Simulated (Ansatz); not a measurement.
The start is a relaxed AlPt cell shaken by Gaussian noise of σ = 0.08 Å a coordinate. Cell shape, volume and atoms are optimised at zero target pressure with PBE (plane waves to 420 eV, PAW, scalar-relativistic; Ansatz, a first-principles code). The first steps use a coarse 6×7×7 k-mesh.

Starting cell:
```yaml
crystal:
  lattice:
    - [5.29917, 0.00000, 0.00000]
    - [0.00000, 4.90558, 0.00000]
    - [0.00000, 0.00000, 4.69842]
  atoms:
    - { symbol: Al, position: [0.35255, 0.55298, 0.24069] }
    - { symbol: Al, position: [0.30887, 0.95233, 0.74430] }
    - { symbol: Al, position: [0.65966, 0.05903, 0.23135] }
    - { symbol: Al, position: [0.67178, 0.43154, 0.73147] }
    - { symbol: Pt, position: [0.82140, 0.55415, 0.26130] }
    - { symbol: Pt, position: [0.81593, 0.95638, 0.72439] }
    - { symbol: Pt, position: [0.20375, 0.04479, 0.27438] }
    - { symbol: Pt, position: [0.18434, 0.42726, 0.76267] }
```

Question: What is the largest force in the starting geometry, and on which atom (counted from 1)?

Answer: 2.48 eV/Å, on Al2 (atoms numbered as listed).

Question: By how much does the energy per atom fall from start to end?

Answer: 0.08 eV/atom.

Question: Does it find its way back to the structure it was made from?

Answer: It relaxes back to the parent, Pbcm (No. 57).

Question: How do the shortest distances between atoms change?

Answer: The closest pairs of elements (up to four, under 3.6 Å), start → end: Al–Pt 2.32 → 2.57 Å; Al–Al 2.92 → 2.96 Å; Pt–Pt 2.94 → 3.02 Å.

Question: Is the relaxed structure metallic? Give its gap.

Answer: Zero (metallic).

Final values are on a 9×10×10 k-mesh of the relaxed cell. No spin polarisation in the result.

The relaxed structure here is a generated cell of AlPt: the first start was made by placing the elements on the sites of a structure type, and the end was not matched to a known phase here, so it may be hypothetical.
